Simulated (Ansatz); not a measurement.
Values for one crystal, relaxed and computed with PBE (plane waves, PAW; program Ansatz); other levels are named.

```yaml
volume_per_atom: 20.29 Å³
electronic_character: metallic (no gap)
Young's modulus: 122 GPa
Formation energy from the elements (no fitted shifts): 0.007 eV/atom
mechanical_stability: stable (all eigenvalues of C positive)
Pressure derivative B′: 4.4
debye_temperature_from_the_elastic_constants: 553 K
```

**Question.** Pick the material that matches.
A) YSi, P-6m2 (Y on 1a, Si on 1f)
B) PSi31, I-43m (Pearson symbol cI64)
C) HfSi2, Cmcm (Si on 4c, Si on 4c, Hf on 4c)
D) Si2W, Cmcm (Si on 4c, Si on 4c, W on 4c)

**Answer.** B, PSi31, I-43m (Pearson symbol cI64)

The start of the workflow was typed in or built on a structure type; neither database checked (COD, Materials Project) lists it. Whether it is the stable phase at ambient conditions was not checked. The PBE relaxation kept the symmetry of its start; its stability against distortions is not shown here. As this level gives no gap, shear constants depend on the k-mesh and smearing (Fermi–Dirac, 0.1 eV here). The references are the lowest solids computed at this level, not always the standard phases.

Potentials: the later of the program's two PAW sets.
